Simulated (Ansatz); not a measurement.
Ru (hcp, Mg type)

```
Ru
1.0
    2.72216     0.00000     0.00000
   -1.36108     2.35746     0.00000
    0.00000     0.00000     4.29083
Ru
2
Cartesian
  0.00000   1.57164   3.21812
  1.36108   0.78582   1.07271
```

The volume is varied about the relaxed value V₀ at fixed cell shape. Symmetry pins the atoms to their sites.

Level of theory: PBE (plane waves to 420 eV, PAW, scalar-relativistic; Ansatz, an electronic-structure program). k mesh 21×21×12 (Γ-centred), Fermi-Dirac smearing 0.05 eV. E stands for the smeared free energy. Compression counts positive. Ru is run without spin polarisation. Ru was relaxed with its symmetry unable to fall. The zero of ΔE is the relaxed starting cell.

What ΔE (meV/atom) and P (GPa) does the calculation give at V/V₀ = 0.983, 1.050, 1.067, 1.083, 1.100?


| V/V₀ | ΔE (meV/atom) | P (GPa) |
|---|---|---|
| 0.983 | 4 | 5.5 |
| 1.050 | 30 | -13.5 |
| 1.067 | 53 | -17.2 |
| 1.083 | 80 | -20.5 |
| 1.100 | 111 | -23.5 |

(A scan under strain: stresses follow from slopes of the energy per volume, elastic moduli from its curvatures.)
